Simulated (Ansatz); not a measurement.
**Computed properties of CaGaGeH**

CaGaGeH:
```
CELL_PARAMETERS angstrom
      4.10200     0.00000     0.00000
     -2.05100     3.55243     0.00000
      0.00000     0.00000     4.65287
ATOMIC_POSITIONS crystal
  Ca 0.33333 0.66667 0.99694
  Ga 0.00000 0.00000 0.56262
  Ge 0.66667 0.33333 0.42354
  H  0.00000 0.00000 0.93569
```

Space group P3m1 (No. 156); conventional cell a = 4.1020 Å, b = 4.1020 Å, c = 4.6529 Å, α = 90.00°, β = 90.00°, γ = 120.00°.

Method: DFT-PBEsol in the program Ansatz with PAW potentials. Geometry: relaxed at this level of theory. Other levels are named where they apply.

Cell and energy:

```
Property                                                       Value
-----------------------------------------------------  -------------
Volume per atom                                             16.95 Å³
Density                                                   4.49 g/cm³
Formation energy from the elements (no fitted shifts)  -0.48 eV/atom
```

Electronic structure:

```
Quantity                                                                                                       Value
--------------------------------------------------------------  ----------------------------------------------------
Band gap                                                                                          0.28 eV (indirect)
Valence-band maximum                                                                                            at A
Conduction-band minimum                                         off the standard path, at k = (0.000, 0.435, -0.159)
Smallest direct gap on the standard path                                                                     0.83 eV
Electron effective mass                                                      0.098, 0.47, 0.80 mₑ (principal values)
Weight of the conduction-edge state by species (Voronoi cells)                     Ga 33 %, Ge 29 %, Ca 28 %, H 10 %
Hole effective mass                                                           0.16, 0.30, 0.30 mₑ (principal values)
Weight of the valence-edge state by species (Voronoi cells)                         Ge 43 %, H 34 %, Ca 14 %, Ga 9 %
HSE06 gap on the PBEsol cell                                                                                 0.88 eV
Gap with spin–orbit coupling                                                                                 0.26 eV
```

Mechanics:

```
Quantity                              Result
----------------------------------  --------
Bulk modulus (Birch–Murnaghan fit)  51.4 GPa
Pressure derivative B′                   3.9
```

Dielectric response:

```
Item                                                                       Result
----------------------------------------  ---------------------------------------
Electronic dielectric constant ε∞ (DFPT)                18.3 (xx = yy), 14.2 (zz)
Born charges (a third of the trace)       Ca +2.43, Ga +1.39, Ge -2.25, H -1.56 e
```

Charges:

```
Item                                            Result
-------------  ---------------------------------------
Bader charges  Ca +1.35, Ga +0.13, Ge -0.94, H -0.55 e
```

The first step of the workflow began from a Materials Project structure, measured or hypothetical; the Crystallography Open Database files this formula in space group No. 156, but the cells were not matched. Whether it is the stable phase at ambient conditions was not checked. The cell was relaxed with PBEsol under the symmetry of its start; its stability against distortions is not shown here. The references are the lowest solids computed at this level, not always the standard phases (solids in place of the gases). Spin–orbit coupling is left out wherever it is not named.

Potentials: the later of the program's two PAW sets.
